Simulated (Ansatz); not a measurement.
Ca2Sb in space group I4/mmm (No. 139; Ca on 4e, Ca on 4c, Sb on 4e), r²SCAN (plane waves, PAW; program Ansatz), all energies at zero smearing, with the estimated change up to a 700 eV cutoff added, with one set of potentials and settings (totals compare only within such a set). Cell of 6 atoms (4 Ca, 2 Sb): -20291.329 eV.

```
element             reference phase  E (eV/atom)
-------  --------------------------  -----------
Ca       Fm-3m, 1 atoms in the cell   -1821.6752
Sb        R-3m, 2 atoms in the cell   -6499.1272
```

Formation energy per atom, worked out: (-20291.329 − 4×(-1821.6752) − 2×(-6499.1272))/6 = -1.062 eV/atom (-103 kJ per mol of atoms), at 0 K, without zero-point energy or fitted corrections.

The workflow started from a Materials Project entry (that database holds measured and hypothetical structures alike); the Crystallography Open Database copy checked does not list it. COD files the formula under space group No. 107, so this cell is another polymorph or a model. Whether it is the stable phase at ambient conditions was not checked. The cell was relaxed with r²SCAN under the symmetry of its start; its stability against distortions is not shown here. The references are the lowest solids computed at this level, not always the standard phases. Scalar-relativistic: spin–orbit coupling is off unless named, which matters more the heavier the elements.

Potentials: the later of the program's two PAW sets.
